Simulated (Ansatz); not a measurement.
## BaTiO3: moving Ti off its site

BaTiO3, Pm-3m, a = 4.019 Å. The structure is a COD entry; whether it is the stable form wasn't checked. Ansatz: PBE, PAW, 420 eV, Γ-centred 8×8×8 mesh on 5 atoms, Gaussian smearing 0.05 eV; no spin polarisation.

```yaml
crystal:
  lattice:
    - [4.01923, 0.00000, 0.00000]
    - [0.00000, 4.01923, 0.00000]
    - [0.00000, 0.00000, 4.01928]
  atoms:
    - { symbol: Ba, position: [0.00000, 0.00000, 0.00000] }
    - { symbol: Ti, position: [0.50000, 0.50000, 0.50000] }
    - { symbol: O, position: [0.50000, 0.50000, 0.00000] }
    - { symbol: O, position: [0.50000, 0.00000, 0.50000] }
    - { symbol: O, position: [0.00000, 0.50000, 0.50000] }
```

Atom 2 (Ti) moves by x along the unit vector (1.000, 0.000, 0.000), with its periodic images; all else is held. y is the free energy of the cell over the start, F the force along the path summed over the moved atoms. Symmetry makes y even in x.

```tsv
x (Å)	y (meV)	F (eV/Å)
-0.1000	?	?
-0.0333	-0.73	-0.04
0.0000	0.00	0.00
0.0167	-0.19	0.02
0.0500	-1.47	0.05
0.0667	-2.20	0.04
0.0833	-2.62	0.01
```

Question: Fit y = c2 x² + c4 x⁴ to the energies of the other rows, give the force constant, and predict energy and force of the missing row.

Answer: Least squares on the rows shown. y = −706.0 x² + 47350 x⁴. The force constant is 2 c2 = -1.41 eV/Å², negative: the site is a maximum along this line (for all images moving together, not for a lone atom). The force −dy/dx at the missing row is 0.05 eV/Å (computed 0.04). At x = -0.1000 the fit asked for gives -2.33 meV. The run gave -2.38 meV, so the fit is 0.05 meV too high, 1.9 % of the span of the series, against an rms of 0.003 meV on the fitted rows. The row lies outside the fitted range. With a term in x⁶ added, a fit to the same known rows predicts -2.38 meV, so most of the miss is curvature that the known rows already hold.

Symmetry holds off the tilts and polar distortions that many cubic perovskites undergo.

Cost: 7 runs of about 2.6 core-minutes in all, on AMD EPYC 7R43 (Zen 3) (shared hosts).